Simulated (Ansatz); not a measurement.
ZnCu$_{2}$SnSe$_{4}$ (kesterite type, space group I-4)

```
CELL_PARAMETERS angstrom
     -2.88182     2.88182     5.76298
      2.88182    -2.88182     5.76298
      2.88182     2.88182    -5.76298
ATOMIC_POSITIONS crystal
  Cu 0.00000 0.00000 0.00000
  Cu 0.75000 0.25000 0.50000
  Zn 0.25000 0.75000 0.50000
  Sn 0.50000 0.50000 0.00000
  Se 0.63874 0.62944 0.52864
  Se 0.10081 0.11010 0.47136
  Se 0.37056 0.89919 0.00930
  Se 0.88990 0.36126 0.99070
```

E(V) scan at fixed shape, V₀ the volume above. The atoms relax within the cell's symmetry.

All values below come from PBE (plane waves to 420 eV, PAW, scalar-relativistic; Ansatz, a program for electronic structure). k mesh 8×8×8 (Γ-centred), Fermi-Dirac smearing 0.05 eV. Energies are smeared free energies. Compression counts positive. With the shape held, the modulus is that of even scaling; a crystal free to change shape is softer. At this level the bands of ZnCu2SnSe4 touch or barely overlap. ZnCu2SnSe4 is run without spin polarisation. ZnCu2SnSe4 was relaxed with its symmetry unable to fall. The zero of ΔE is the relaxed starting cell. The last digit holds for this mesh only.

```json
[
 {"V (Å³/atom)": "20.102", "ΔE (meV/atom)": "149.9"},
 {"V (Å³/atom)": "21.059", "ΔE (meV/atom)": "77.0"},
 {"V (Å³/atom)": "22.016", "ΔE (meV/atom)": "31.4"},
 {"V (Å³/atom)": "22.973", "ΔE (meV/atom)": "7.2"},
 {"V (Å³/atom)": "23.931", "ΔE (meV/atom)": "0.0"},
 {"V (Å³/atom)": "24.888", "ΔE (meV/atom)": "6.2"},
 {"V (Å³/atom)": "25.845", "ΔE (meV/atom)": "23.1"},
 {"V (Å³/atom)": "26.802", "ΔE (meV/atom)": "48.3"},
 {"V (Å³/atom)": "27.759", "ΔE (meV/atom)": "withheld"}
]
```

### Question
Fit a third-order Birch-Murnaghan form (E₀, V₀, B₀, B₀′ free) to the given rows and predict ΔE at V = 27.759.

### Answer
Least squares on the 8 given rows: ΔE = E₀ + (9V₀B₀/16)·y²·[2 + (B₀′ − 4)y], y = (V₀/V)^(2/3) − 1, with V₀ = 23.929 Å³/atom, B₀ = 55.93 GPa (160.2 GPa = 1 eV/Å³; the term in eV is multiplied by 1000), B₀′ = 4.83, E₀ = 0.00 meV/atom; root-mean-square residual 0.02 meV/atom. At 27.759 the fit gives 80.2 meV/atom; the calculation gives 80.1 meV/atom, so the extrapolation is off by 0.1 (+0.1 %). For the pressure the fit gives -5.8 GPa against the computed -5.8 GPa.

(A scan under strain: stresses follow from slopes of the energy per volume, elastic moduli from its curvatures.)
